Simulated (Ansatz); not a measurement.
**TiPd2: computed DOS**

```cif
data_structure
_symmetry_space_group_name_H-M 'P 1'
_symmetry_Int_Tables_number 1
_cell_length_a 4.9617
_cell_length_b 4.9617
_cell_length_c 4.9617
_cell_angle_alpha 141.462
_cell_angle_beta 141.462
_cell_angle_gamma 55.640
_cell_volume 47.06
loop_
_atom_site_label
_atom_site_type_symbol
_atom_site_fract_x
_atom_site_fract_y
_atom_site_fract_z
_atom_site_occupancy
Ti1 Ti 0.00000 0.00000 0.00000 1
Pd1 Pd 0.65687 0.65687 0.00000 1
Pd2 Pd 0.34314 0.34314 0.00000 1
```

The runs use the primitive cell with vectors (-1.637, 1.637, 4.388), (1.637, -1.637, 4.388), (1.637, 1.637, -4.388) Å, to which the k mesh refers.

The cell is the one relaxed in the Materials Project (mp-1018121), not relaxed further here; entries there can be hypothetical.

Spin polarisation is left out, and whether a magnetic state lies lower isn't shown here.

Level of theory: Ansatz 0.2.0, DFT, PBEsol, all-electron LAPW, scalar-relativistic.

The runs use a Γ-centred 17×17×17 k mesh, Fermi–Dirac smearing of 0.03 eV, basis error target 1 meV/atom, no spin polarisation.

States per eV and cell, averaged over 0.6 eV, from -7.0 to 1.8 eV, with energies (bin centres) from the Fermi level; empty bins are left out. The partial columns, the largest 3 alone, are projections on Löwdin-orthogonalised atomic shells (those that the program's projection atoms carry: the occupied ones and, for some elements, an empty d or f shell; other empty shells have no column), summed over atoms of an element. Weights on diffuse s and p shells depend on that basis and aren't pure angular character.

```csv
E (eV),total,Pd 4d,Ti 3d,Ti 4s
-6.8,0.11,0.00,0.00,0.10
-6.2,0.26,0.01,0.00,0.22
-5.6,0.43,0.05,0.01,0.32
-5.0,1.92,1.18,0.16,0.45
-4.4,5.81,4.70,0.61,0.25
-3.8,6.76,5.94,0.60,0.11
-3.2,4.63,4.10,0.34,0.11
-2.6,6.56,5.54,0.58,0.26
-2.0,3.93,3.41,0.32,0.08
-1.4,4.83,4.30,0.27,0.13
-0.8,2.76,1.33,0.86,0.14
-0.2,2.38,0.45,1.34,0.08
0.4,1.53,0.24,0.93,0.04
1.0,3.28,0.49,2.56,0.02
1.6,5.33,0.82,4.23,0.10
```

Q: Which of the resolved shells contributes most within 0.3 eV of the Fermi level?

A: Ti 3d, with 56 % of all states there; Pd 4d follows with 17 %.

Q: Where is the centre of the filled Pd 4d states between -14 eV and the top of the filled states?

A: -2.95 eV from the Fermi level.
